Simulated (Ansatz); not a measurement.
Problem. Each is relaxed and computed with the program Ansatz at the PBEsol level (PAW). Which is the only one with a gap?
A) ZrGe2, Cmcm (Zr on 4c, Ge on 4c, Ge on 4c)
B) GeSe2, I-42d (Ge on 4a, Se on 8d)
C) CoGe, rock salt
D) SrGe2Au2, I4/mmm (Sr on 2a, Ge on 4e, Au on 4d)

Solution. B, GeSe2, I-42d (Ge on 4a, Se on 8d). GeSe2: gap 1.34 eV (indirect); CoGe: metal; SrGe2Au2: metal; ZrGe2: metal. Constructed cells (a structure type filled with these elements, in neither database checked): CoGe, rock salt. Standing as an ambient phase not checked: GeSe2, I-42d (Ge on 4a, Se on 8d); SrGe2Au2, I4/mmm (Sr on 2a, Ge on 4e, Au on 4d); ZrGe2, Cmcm (Zr on 4c, Ge on 4c, Ge on 4c). Began spin-polarised and lost the moments: CoGe, rock salt. Unstable at this level: CoGe, rock salt. All cells were relaxed under the symmetry of their starts (and spin orders); stability against distortions was not tested throughout. Rows with no word on spin ran without spin polarisation. Scalar-relativistic: spin–orbit coupling is off unless named, which matters more the heavier the elements.

Potentials: the later of the program's two PAW sets.
